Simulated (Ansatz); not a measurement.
The start is a relaxed Ge cell, doubled along one cell vector, shaken by Gaussian noise of σ = 0.08 Å a coordinate. The structure is fully relaxed (lattice and positions, P = 0) with PBE (plane waves to 420 eV, PAW, scalar-relativistic; Ansatz, a program for electronic structure). The first steps use a coarse 3×6×5 k-mesh.

The start:
```yaml
crystal:
  lattice:
    - [8.35877, 0.00000, 0.00000]
    - [0.00000, 4.17938, 0.00000]
    - [0.00000, 0.00000, 4.49884]
  atoms:
    - { symbol: Ge, position: [0.12259, 0.26668, 0.99015] }
    - { symbol: Ge, position: [0.61641, 0.25188, 0.96164] }
    - { symbol: Ge, position: [0.37270, 0.29059, 0.52124] }
    - { symbol: Ge, position: [0.88114, 0.26075, 0.50313] }
    - { symbol: Ge, position: [0.11755, 0.75478, 0.49265] }
    - { symbol: Ge, position: [0.62886, 0.73790, 0.52534] }
    - { symbol: Ge, position: [0.36073, 0.74464, 0.00201] }
    - { symbol: Ge, position: [0.86994, 0.75348, 0.99343] }
```

What is the largest force in the starting geometry, and on which atom (counted from 1)?

About 0.2 eV/Å, on Ge6 (atoms numbered as listed).

How much energy is released per atom?

0.35 to 0.36 eV/atom (the two k-meshes of the run give this range).

How does the volume change?

+21.7 %, from 19.65 to 23.91 Å³/atom.

Does it find its way back to the structure it was made from?

It does not go back: it reaches Fd-3m (No. 227), diamond type, 0.33 eV/atom below the parent.

How do the shortest distances between atoms change?

The closest pairs of elements (up to four, under 3.6 Å), start → end: Ge–Ge 2.82 → 2.50 Å.

What band gap does the relaxed structure have at this level?

Zero (the bands touch at this level, without spin-orbit coupling).

Give the final cell and atomic positions.


Space group Fd-3m, origin choice 1 (No. 227); a = b = c = 5.7621 Å, α = β = γ = 90.00°

| atom | site | symmetry | x | y | z |
|---|---|---|---|---|---|
| Ge | 8b | -43m | 0.5000 | 0.5000 | 0.5000 |
(The calculation used a cell of 2 atoms; values per cell refer to that cell.)

Final values are on a 14×14×14 k-mesh of the relaxed cell. No spin polarisation in the result.

Of the parent cell (P4₂/mnm (No. 136)): it is a generated cell of Ge: the first start was made by placing the elements on the sites of a structure type, and the end was not matched to a known phase here, so it may be hypothetical. Known forms of Ge include space group No. 227.
